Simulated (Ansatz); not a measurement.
CaO (zinc blende, F-43m), a = b = c = 5.179 Å, α = β = γ = 90.00°; the cell used has 2 atoms.

Relaxed with PBEsol. Independent-particle spectrum: no excitons, no local fields, no scissors shift; 0.1 eV broadening; ε₁ of the summed bands alone.

Task: Tabulate the dielectric function from PBEsol in the plane-wave PAW code Ansatz.

Result: 

```csv
E (eV),ε₁ xx,ε₂ xx
0.0,3.41,0.00
0.5,3.42,0.00
1.0,3.46,0.00
1.5,3.52,0.00
2.0,3.62,0.00
2.5,3.76,0.00
3.0,3.98,0.00
3.5,4.34,0.00
4.0,5.18,0.32
4.5,5.38,0.95
5.0,6.42,1.82
5.5,6.35,4.51
6.0,3.89,7.03
6.5,1.94,3.23
7.0,0.00,3.59
7.5,1.59,2.04
8.0,0.77,2.61
8.5,1.15,3.05
9.0,0.04,2.18
9.5,2.96,2.37
10.0,0.31,5.24
10.5,-1.18,3.13
11.0,-1.00,1.19
11.5,-0.30,0.60
12.0,0.11,0.47
```

Task: From ε at 5.9 eV (xx: 4.84 + 6.29i), find n, k, the normal reflectivity and the absorption coefficient.

Result: n = 2.53, k = 1.244, R = 28 %, α = 2kE/ħc = 740000 cm⁻¹.

With all bands, ε∞ without local fields is 3.55. DFPT, with local fields, gives 3.34.

The start of the workflow was typed in or built on a structure type; neither database checked (COD, Materials Project) lists it. It is not the phase usual at ambient conditions (space group No. 225). The PBEsol relaxation kept the symmetry of its start; whether a distortion lowers the energy is not shown.

Potentials: the earlier of the program's two PAW sets. The files were generated under PBE; for other functionals the program regenerates the frozen cores, and for LDA and PBEsol the local potential too.
